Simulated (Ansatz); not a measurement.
**Relaxation path: hcp Ru (10-10), 6 layers**

DFT, LDA, PAW with Ansatz's default frozen-core files, scalar-relativistic (Ansatz 0.2.0); a Γ-centred 14×9×1 k mesh, Fermi–Dirac smearing of 0.08 eV, no spin polarisation. The run relaxes the atoms in the fixed cell.

Command: `ansatz run input.yaml --threads 2 --pin off --max-ram 4096MiB --backend cpu --events-out ev --progress --plain --runs-dir out` It took 2.1 min on 2 threads of Arm Neoverse V2 (shared host), peak memory 0.69 GiB.

```yaml
crystal:
  lattice:
    - [2.6749329043, 0.0, 0.0]
    - [0.0, 4.2243485903, 0.0]
    - [0.0, 0.0, 21.4053]
  atoms:
    - { symbol: Ru, position: [0.75, 0.75, 0.3737390665] }
    - { symbol: Ru, position: [0.25, 0.25, 0.4098136192] }
    - { symbol: Ru, position: [0.25, 0.75, 0.4819627237] }
    - { symbol: Ru, position: [0.75, 0.25, 0.5180372763] }
    - { symbol: Ru, position: [0.75, 0.75, 0.5901863808] }
    - { symbol: Ru, position: [0.25, 0.25, 0.6262609335] }
kpoints:
  mp_grid: { grid: [14, 9, 1] }
scf:
  occupations: { method: fermi_dirac, width: 0.08 }
hamiltonian:
  xc: lda
  pseudopotentials: { kind: paw }
output:
  forces: true
  stress: true
  eigenvalues: true
  write_density: true
  write_potential: true
  elf: true
  volumetric_format: npy
relax:
  f_tol: 0.01
  max_steps: 40
efield:
  axis: 3
  amplitude: 0
  dipole_correction: true
```

Each step lists its free energy a cell above the last geometry, and Cartesian positions (Å) with forces (eV/Å).

The first step:

```
step 1  dF = 157.52 meV
  Ru 2.0062 3.1683 8.0000   0.0000 0.0000 1.1507
  Ru 0.6687 1.0561 8.7722   0.0000 0.0000 -0.2535
  Ru 0.6687 3.1683 10.3166   0.0000 0.0000 -0.0044
  Ru 2.0062 1.0561 11.0887   0.0000 0.0000 0.0044
  Ru 2.0062 3.1683 12.6331   0.0000 0.0000 0.2535
  Ru 0.6687 1.0561 13.4053   0.0000 0.0000 -1.1507
```

The PAW files were made under PBE.

Question: Where does the relaxation end, and by which steps?

Answer: After 5 geometries, with a shortest distance of 2.579 Å. The further steps:
```
step 2  dF = 43.70 meV
  Ru 2.0062 3.1683 8.1918   0.0000 0.0000 -0.5590
  Ru 0.6687 1.0561 8.7877   0.0000 0.0000 -0.2820
  Ru 0.6687 3.1683 10.3613   0.0000 0.0000 -0.1855
  Ru 2.0062 1.0561 11.0440   0.0000 0.0000 0.1855
  Ru 2.0062 3.1683 12.6176   0.0000 0.0000 0.2820
  Ru 0.6687 1.0561 13.2135   0.0000 0.0000 0.5590
step 3  dF = 0.36 meV
  Ru 2.0062 3.1683 8.1336   0.0000 0.0000 -0.0115
  Ru 0.6687 1.0561 8.7680   0.0000 0.0000 -0.0544
  Ru 0.6687 3.1683 10.3419   0.0000 0.0000 -0.0369
  Ru 2.0062 1.0561 11.0634   0.0000 0.0000 0.0369
  Ru 2.0062 3.1683 12.6373   0.0000 0.0000 0.0544
  Ru 0.6687 1.0561 13.2717   0.0000 0.0000 0.0115
step 4  dF = 0.02 meV
  Ru 2.0062 3.1683 8.1308   0.0000 0.0000 0.0074
  Ru 0.6687 1.0561 8.7642   0.0000 0.0000 -0.0099
  Ru 0.6687 3.1683 10.3402   0.0000 0.0000 -0.0123
  Ru 2.0062 1.0561 11.0651   0.0000 0.0000 0.0123
  Ru 2.0062 3.1683 12.6411   0.0000 0.0000 0.0099
  Ru 0.6687 1.0561 13.2745   0.0000 0.0000 -0.0074
step 5  dF = 0.00 meV
  Ru 2.0062 3.1683 8.1312   0.0000 0.0000 0.0012
  Ru 0.6687 1.0561 8.7633   0.0000 0.0000 0.0004
  Ru 0.6687 3.1683 10.3397   0.0000 0.0000 -0.0013
  Ru 2.0062 1.0561 11.0656   0.0000 0.0000 0.0013
  Ru 2.0062 3.1683 12.6420   0.0000 0.0000 -0.0004
  Ru 0.6687 1.0561 13.2741   0.0000 0.0000 -0.0012
```
